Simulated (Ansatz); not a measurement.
AlN₂F: relaxed-ion elastic tensor

The calculation used DFT PBE, scalar-relativistic, plane waves, PAW (Ansatz 0.2.0). Cutoff 420 eV, 8×8×8 k-points (Γ-centred), Gaussian smearing of 0.10 eV. No spin polarisation.

The cell, relaxed at this level:
```
Al N F
1.0
    -2.74283    3.06558    2.40805
     2.74283   -3.06558    2.40805
     2.74283    3.06558   -2.40805
Al N F
2 4 2
Direct
  0.00000 0.00000 0.00000
  0.50000 0.00000 0.50000
  0.89765 0.50000 0.89765
  0.10235 0.00000 0.60235
  0.89765 0.00000 0.39765
  0.10235 0.50000 0.10235
  0.45798 0.20798 0.25000
  0.54202 0.79202 0.75000
```

It was reached by relaxing an invented guess, and it needn't be the stable form of this composition. In a metal, frequencies and elastic constants depend on the k mesh and the smearing, soft modes and shear constants most. A semilocal functional can close a gap that the real compound has.

**Question.** Give the relaxed-ion elastic constants (GPa, Voigt order xx yy zz yz xz xy, on the Cartesian axes of the cell above).

**Answer.**
C11 = 203.4, C12 = 36.4, C13 = 79.6, C22 = 431.5, C23 = 27.1, C33 = 143.6, C44 = 72.9, C55 = 52.2, C66 = 84.5 GPa; the others vanish.

**Question.** Is the crystal stable against homogeneous strain?

**Answer.** Yes: the least eigenvalue of the tensor is 52.2 GPa.

**Question.** And the moduli of a polycrystal (Hill averages)?

**Answer.** B = 112 GPa, G = 76 GPa, E = 186 GPa, ν = 0.22.
